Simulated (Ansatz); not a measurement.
Starting structure of a cell relaxation (symmetry kept):

```cif
data_structure
_symmetry_space_group_name_H-M 'Fm-3m'
_symmetry_Int_Tables_number 225
_cell_length_a 5.8544
_cell_length_b 5.8544
_cell_length_c 5.8544
_cell_angle_alpha 90.000
_cell_angle_beta 90.000
_cell_angle_gamma 90.000
_cell_volume 200.65
loop_
_atom_site_label
_atom_site_type_symbol
_atom_site_symmetry_multiplicity
_atom_site_Wyckoff_symbol
_atom_site_fract_x
_atom_site_fract_y
_atom_site_fract_z
_atom_site_occupancy
Al1 Al 4 a 0.00000 0.00000 0.00000 1
Cu1 Cu 4 b 0.50000 0.00000 0.00000 1
Cu2 Cu 8 c 0.25000 0.75000 0.75000 1
```

Level of theory: DFT LDA, scalar-relativistic, plane waves, PAW (Ansatz).

Plane waves to 420 eV, a k mesh through Γ of 12×12×12 on the computed 4-atom cell and Gaussian smearing (0.10 eV); no spin polarisation.

What does it relax to?

The volume goes down by 0.97 Å³/atom to 11.57 Å³/atom, and the energy falls by 36.5 meV/atom. Final structure:
```
Al Cu
1.0
     0.00000    2.84961    2.84961
     2.84961    0.00000    2.84961
     2.84961    2.84961    0.00000
Al Cu
1 3
Direct
  0.00000 0.00000 0.00000
  0.50000 0.50000 0.50000
  0.25000 0.25000 0.25000
  0.75000 0.75000 0.75000
```

Course of the relaxation (steps run on the plane waves of an earlier cell, and the basis is chosen afresh near the end, so energy and pressure can step there; trial steps that raised the energy were taken back; energies are free energies):

```
step E − E_final (meV/atom) P (GPa) V (Å³/atom)
   1                    36.5   -11.12        12.54
   2                     4.8    -4.59        11.92
   3                    -0.4     0.83        11.51
   4                    -0.5     0.00        11.57
   5                     0.0    -0.02        11.57
```

Cost: 1 run of about 0.83 core-minutes, on Intel Xeon Processor @ 2.70GHz (shared hosts).